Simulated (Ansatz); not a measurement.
A geometry of Nb away from equilibrium: the start of the relaxation of a relaxed Nb cell displaced along its unstable phonon at q = (½, 0, 0) of its primitive reciprocal cell (53i cm⁻¹), largest move 0.15 Å. Level of theory: PBEsol (plane waves to 420 eV, PAW, scalar-relativistic; Ansatz, a program for electronic structure). Γ-centred k-mesh 7×13×13 on the run's cell (coarser than for final values), Fermi–Dirac smearing 0.05 eV.

```xyz
2
Lattice="0.0000 4.1702 4.1702 2.0851 0.0000 2.0851 2.0851 2.0851 0.0000" Properties=species:S:1:pos:R:3 pbc="T T T"
Nb    -0.0428     0.0780    -0.1208
Nb     2.1279     2.0071     4.2910
```

Task: What forces act on the atoms (eV/Å)?

Result: 
| atom | Fx | Fy | Fz |
|---|---|---|---|
| Nb1 | -0.09 | 0.15 | -0.26 |
| Nb2 | 0.09 | -0.15 | 0.26 |

Task: What is the pressure?

Result: -0.3 GPa, compression positive.

No spin polarisation in the result.

The run could not lose the symmetry of its start.

Of the parent cell (Fm-3m (No. 225)): it is a generated cell of Nb: the first start was made by placing the elements on the sites of a structure type, and the end was not matched to a known phase here, so it may be hypothetical. Known forms of Nb include space group No. 229.
